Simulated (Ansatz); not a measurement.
**Calculated with Ansatz: ZnW, settings compared**

Launch command:

```bash
ansatz run input.yaml --threads 1 --pin off --max-ram 2560MiB --backend cpu --events-out ev --progress --plain --runs-dir out
```

The input file (Ansatz 0.2.0, plane waves):

```yaml
crystal:
  lattice:
    - [3.146575, 0.0, 0.0]
    - [-1.573287, 2.725017, 0.0]
    - [0.0, 0.0, 3.075062]
  atoms:
    - { symbol: W, position: [0.0, 0.0, 0.0] }
    - { symbol: Zn, position: [0.66667, 0.33333, 0.5] }
  symmetry: { tolerance: 0.0003 }
kpoints:
  mp_grid: { grid: [7, 7, 6], shift: [0, 0, 0] }
magnetization:
  spin_polarized: false
scf:
  occupations: { method: cold, width: 0.0846 }
hamiltonian:
  pseudopotentials: { kind: paw }
  xc: r2scan
basis:
  ecutwfc: 500
output:
  forces: true
  stress: true
  eigenvalues: true
```

Origin of the cell: a known structure type with other elements, at an estimated volume, so it need not be a known compound.

Output of this run (shortened):

```
Warning: the atoms were moved onto the symmetric positions of the space group found under crystal.symmetry.tolerance 3.0e-4 (fractional; no operation is sought that the atoms, as they stand i […]
Pseudopotentials: kind: paw
Pseudopotential: W, paw, valence charge 14, recommended cutoff 500 eV (meta_gga), W.paw.azcp
Pseudopotential: Zn, paw, valence charge 12, recommended cutoff 500 eV (meta_gga), Zn.paw.azcp
Functional definition: r2SCAN
  exchange = r2scan_x(k0 = k0, k1 = k1, a1 = a1)
  correlation = r2scan_c
Crystal: 2 atoms, lattice volume = 26.367 Å³
Basis set: ecut = 500 eV, 671 PW (Γ), exchange–correlation on 96×96×96 points (64 copies of the dense FFT grid, shifted against one another)
Bands: 17, of which v1, the nominal top of the filled ones, is band 13 counted from 1 (12 counted from 0)
Symmetry: 12 space group operations
[… 8 lines left out …]
Initial density: superposition of atomic densities (neutral atoms: chi_scale 0, normalization atom), corrected by the library's trained network
Functional: x = r2scan, c = r2scan; τ floored in thin density (d = 2e-4 eV/Å³)
SCF iter   1: F=—  HF=-13719.375402 eV  Δρ=1.96e-2  dr2=7.00e-2  dr2_τ=5.33e-2
SCF iter   2: F=—  HF=-13719.412101 eV  S|Δr|=    0.00e0  Δρ=6.48e-3  dr2=8.65e-3  dr2_τ=8.01e-4  defer=1
SCF iter   3: F=—  HF=-13719.408252 eV  S|Δr|=    0.00e0  Δρ=3.48e-3  dr2=1.95e-3  dr2_τ=1.23e-4  defer=1
SCF iter   4: F=—  HF=-13719.408394 eV  S|Δr|=    0.00e0  Δρ=1.23e-3  dr2=2.40e-4  dr2_τ=1.40e-5  defer=1
SCF iter   5: F=—  HF=-13719.408469 eV  S|Δr|=    0.00e0  Δρ=4.58e-4  dr2=1.93e-5  dr2_τ=2.17e-6  defer=1
SCF iter   6: F=—  HF=-13719.408498 eV  S|Δr|=    0.00e0  Δρ=2.15e-4  dr2=1.87e-5  dr2_τ=2.07e-6  defer=1
SCF iter   7: F=—  HF=-13719.408494 eV  S|Δr|=    0.00e0  Δρ=3.54e-5  dr2=3.04e-7  dr2_τ=1.25e-8  defer=1
SCF iter   8: F=-13719.408494 eV  HF=-13719.408494 eV  S|Δr|=    0.00e0  Δρ=8.25e-6  dr2=1.23e-8  dr2_τ=5.99e-10
SCF 1 converged in 8 iterations: F = -13719.408494 eV  dr2 = 1.23e-8
SCF converged after 8 iterations
Stability not checked: this state was not tested for a lower state beside it, because cold or Methfessel-Paxton smearing, or corrected tetrahedra, fill the levels in a way that the test cannot read (fill_not_monotonic; […]
Free energy (F): -13719.408494 eV
Harris-Foulkes:  -13719.408494 eV  (|F-HF|=4.29e-9)
Internal energy: -13719.408964 eV  (E = F + TS)
E sigma→0 (E₀):  -13719.408651 eV
Entropy (-TS):   0.000471 eV (0.235 meV/atom)
Fermi energy:    19.575394 eV
--- Per-component energies (eV) ---
  E_band       = 18.140361
  E_kinetic    = 592.288626
  E_local      = -2008.388041  (includes V_loc(G=0)·N_el)
  E_nonlocal   = 611.875340
  E_hartree    = 826.002847
  E_xc         = -379.051757
  E_vxc        = -322.629622  (∫ρ·V_xc dr)
  E_paw        = -10432.419985  (= ΣΔE_a)
  E_vpaw       = -524.360504  (= ΣTr[D̂ρ^β])
  E_aug_tail   = -0.000080  (compensation charges beyond the density's cutoff)
  E_vtau       = 17.351068  (kinetic-family band-sum trace: ∫τ·v_τ [+ j·A + Jᵃ·Aᵃ] dr)
  E_ewald      = -2928.945347
  E_core_change = -0.770568  (= ΣΔE_core)
  E_smearing   = 0.000471  (= −TS)
  Σ components = -13719.408494   (vs F -13719.408494, Δ=0.00e0)
--- Forces (eV/Å), atoms counted from 1 ---
  atom   1  W      0.000000     0.000000     0.000000
  atom   2  Zn     0.000000     0.000000     0.000000
  max |Σ_I F_I| component: 3.47e-17 eV/Å
--- Stress (GPa, compression-positive) ---
       39.314369       0.000000       0.000000
        0.000000      39.314369       0.000000
        0.000000       0.000000      87.770009
  P = ⅓ Tr σ = 55.4662 GPa (554.662 kbar)
```

The same input was run again with these changes:

1. `scf.n_extra_bands` default → 16
2. `basis.ecutwfc` 500 → "40.4 Ry"; `kpoints.mp_grid.shift` [0, 0, 0] → [0.5, 0.5, 0.5]
3. `kpoints.mp_grid.grid` [7, 7, 6] → [6, 6, 5]
4. `scf.initial_density.chi_scale` default → 0.1

| run | end | SCF iterations | P (GPa) | max force component (eV/Å) | moment (μB) | ΔE(σ→0) (meV/atom) |
| --- | --- | --- | --- | --- | --- | --- |
| base | converged | 8 | 55.47 | 0.000 | – | 0 |
| 1 | converged | 8 | 55.47 | 0.000 | – | 0.00 |
| 2 | converged | 8 | 54.46 | 0.020 | – | 1.12 |
| 3 | converged | 7 | 54.71 | 0.000 | – | 5.48 |
| 4 | converged | 8 | 55.47 | 0.000 | – | 0.00 |

Energies are compared only where functional, datasets, charge and starting cell are the same.

Not properties of the system: run 3 (too coarse or loose: `kpoints.mp_grid.grid` = [6, 6, 5]).

Caveats of the base run: no moments, though an odd count or open d shells may carry them; no spin-orbit coupling, though heavy elements are present; the given cell is far from equilibrium, with atoms too close or a volume far off; the k mesh is coarse if the cell is a metal.

Run 2: the k mesh keeps only part of the crystal's symmetry.

The base run ran for 3.5 s of wall time on 1 CPU thread(s) of a shared host, from the program's own first density.
